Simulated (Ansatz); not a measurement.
Consider the following.

La2GeI2:
```xyz
5
Lattice="4.3853 0.0000 0.0000 -2.1926 3.7978 0.0000 0.0000 0.0000 10.5779" Properties=species:S:1:pos:R:3 pbc="T T T"
La     2.1926     1.2659     6.9510
La     0.0000     2.5318     3.6269
Ge     0.0000     0.0000     5.2889
I      0.0000     2.5318     8.9560
I      2.1926     1.2659     1.6219
```

This is the LDA-relaxed structure.

### Question
All from the program Ansatz at the LDA level (PAW), unless another level is named. Give the hole effective mass.

### Answer
0.11, 2.4, 5.0 mₑ (principal values).

### Question
And the gap with spin–orbit coupling?

### Answer
0.07 eV (the band order may be inverted).

### Question
Next, the smallest direct gap on the standard path?

### Answer
0.18 eV.

### Question
Give the formation energy from the elements (no fitted shifts).

### Answer
-1.25 eV/atom.

### Question
Give the HSE06 gap on the LDA cell.

### Answer
0.52 eV.

### Question
What about the valence-band maximum?

### Answer
at L.

Space group P-3m1. The first step of the workflow began from a Materials Project structure, measured or hypothetical; the Crystallography Open Database files this formula in space group No. 164, but the cells were not matched. Whether it is the stable phase at ambient conditions was not checked. Symmetry was held in the LDA relaxation; whether a distortion lowers the energy is not shown. A crystal of weakly bound layers computed without a dispersion correction: the cell and the soft elastic constants depend strongly on that. The references are the lowest solids computed at this level, not always the standard phases. Spin–orbit coupling is left out wherever it is not named.

Potentials: the later of the program's two PAW sets.
